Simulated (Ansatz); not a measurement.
Consider the following.

Mg2SiS4:
```
Mg2SiS4
1.0
   12.72113     0.00000     0.00000
    0.00000     7.43550     0.00000
    0.00000     0.00000     5.92609
Mg Si S
8 4 16
Direct
  0.00000   0.50000   0.00000
  0.50000   0.50000   0.50000
  0.50000   0.00000   0.50000
  0.00000   0.00000   0.00000
  0.76879   0.75000   0.49257
  0.23121   0.25000   0.50743
  0.73121   0.25000   0.99257
  0.26879   0.75000   0.00743
  0.58951   0.75000   0.90591
  0.41049   0.25000   0.09409
  0.91049   0.25000   0.40591
  0.08951   0.75000   0.59409
  0.59227   0.75000   0.26108
  0.40773   0.25000   0.73892
  0.90773   0.25000   0.76108
  0.09227   0.75000   0.23892
  0.43500   0.75000   0.76105
  0.56500   0.25000   0.23895
  0.06500   0.25000   0.26105
  0.93500   0.75000   0.73895
  0.66616   0.52429   0.75326
  0.33384   0.47571   0.24674
  0.83384   0.47571   0.25326
  0.16616   0.52429   0.74674
  0.16616   0.97571   0.74674
  0.83384   0.02429   0.25326
  0.33384   0.02429   0.24674
  0.66616   0.97571   0.75326
```

This is the r²SCAN-relaxed structure.

Q: All from r²SCAN (plane waves, PAW; program Ansatz), unless another level is named. Predict the band gap.

A: 3.46 eV (direct).

Q: Predict the formation energy from the elements (no fitted shifts).

A: -128 kJ/mol of atoms.

Q: Give the valence-band maximum.

A: at Γ.

Space group Pnma. The first step of the workflow began from a Materials Project structure, measured or hypothetical; the Crystallography Open Database copy checked does not list it. Whether it is the stable phase at ambient conditions was not checked. The cell was relaxed with r²SCAN under the symmetry of its start; whether a distortion lowers the energy is not shown. The references are the lowest solids computed at this level, not always the standard phases.

Potentials: the later of the program's two PAW sets.
